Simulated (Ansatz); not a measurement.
Values for one crystal, relaxed and computed with DFT-PBEsol in the program Ansatz with PAW potentials; other levels are named.

- Volume per atom: 25.30 Å³
- Electronic character: metallic (no gap)
- Density of states at the Fermi level: 0.26 states/eV per atom (mean over ±0.08 eV)
- Hill bulk and shear moduli: 95.3 and 30.3 GPa
- Formation energy from the elements (no fitted shifts): -24 kJ/mol-atom
- Debye temperature from the elastic constants: 171 K
- Elastic constants (relaxed ions, GPa): C11 = 154, C12 = 65.8, C44 = 23.4

Problem. Which compound is it?
A. Bi2Pt, Pa-3 (Bi on 8c, Pt on 4a)
B. BiAu2, cubic Laves (MgCu2 type)
C. CuPt, R-3m (Cu on 3a, Pt on 3b)
D. GaPt3, I4/mcm (Ga on 4b, Pt on 8h, Pt on 4a)

Solution. A, Bi2Pt, Pa-3 (Bi on 8c, Pt on 4a)

The workflow started from a Materials Project entry (that database holds measured and hypothetical structures alike); the Crystallography Open Database files this formula in space group No. 205, but the cells were not matched. Its standing as an ambient phase is unchecked. Symmetry was held in the PBEsol relaxation; its stability against distortions is not shown here. No spin polarisation was allowed. As this level gives no gap, shear constants depend on the k-mesh and smearing (Fermi–Dirac, 0.1 eV here). The references are the lowest solids computed at this level, not always the standard phases. Spin–orbit coupling is left out wherever it is not named.

Potentials: the later of the program's two PAW sets.
